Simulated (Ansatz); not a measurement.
A generator proposed this cell of Sr2ZrO3.

```xyz
6
Lattice="2.7362 1.5797 3.8505 -2.7362 1.5797 3.8505 0.0000 -3.1595 3.8505" Properties=species:S:1:pos:R:3 pbc="T T T"
Sr    0.0000    0.0000    7.2751
Sr    0.0000    0.0000    4.2764
Zr    0.0000    0.0000    0.0000
O     0.0000   -1.5797    1.9252
O     1.3681    0.7899    1.9252
O    -1.3681    0.7899    1.9252
```

Level of theory: DFT PBE, scalar-relativistic, plane waves, PAW (Ansatz). Settings: cutoff 420 eV, Γ-centred mesh 6×6×6 on the computed 6-atom cell, Gaussian smearing of 0.10 eV; no spin polarisation.

The zero of energy is the elements' standard structures at the same level (O₂ as a molecule); no fitted shifts are applied.

**Question.** Estimate its pressure, forces and energy as it stands.

**Answer.** The pressure is -8.2 GPa (the mean over three directions, positive in compression), the largest force is 1.41 eV/Å, and the energy is −1.23 eV/atom against the elements. The shortest distance is 2.49 Å.

**Question.** Is it a good guess?

**Answer.** A rough one: relaxing gains about 0.87 eV/atom (the start's value is from the coarse mesh, so the gain is rough) in 17 ionic steps and ends at −2.09 eV/atom on the finer mesh. The symmetry stays R-3m (No. 166). The volume per atom shrinks by 1.5 %, from 16.6 to 16.4 Å³. The shortest distance goes from 2.49 Å (Zr–O) to 2.34 Å (Zr–O). The ratio c/a of the conventional cell changes by a factor of 0.73. Conventional cell: a = 6.036 Å, c = 9.347 Å. Sr has 3 O at 2.35 Å, 1 Sr at 3.07 Å, 1 Zr at 3.14 Å, 6 O at 3.39 Å, 3 Zr at 3.49 Å and 3 Sr at 3.49 Å; around Zr lie 6 O at 2.34 Å, 2 Sr at 3.14 Å and 6 Sr at 3.49 Å; O has 2 Zr at 2.34 Å and 2 Sr at 2.35 Å.

The last run used collinear spin, a 12×12×12 mesh for its 6-atom cell and Gaussian smearing of 0.10 eV. Another magnetic order may lie lower. The relaxation can't lower the symmetry of the start, and the grade says only how near the guess is to its own end. Symmetry constrained the relaxation, so the result can be a saddle point. Another cell of Sr2ZrO3 relaxed alike but without spin, in P-3m1, lies 0.40 eV/atom lower, so this cell isn't the stable form at this level.
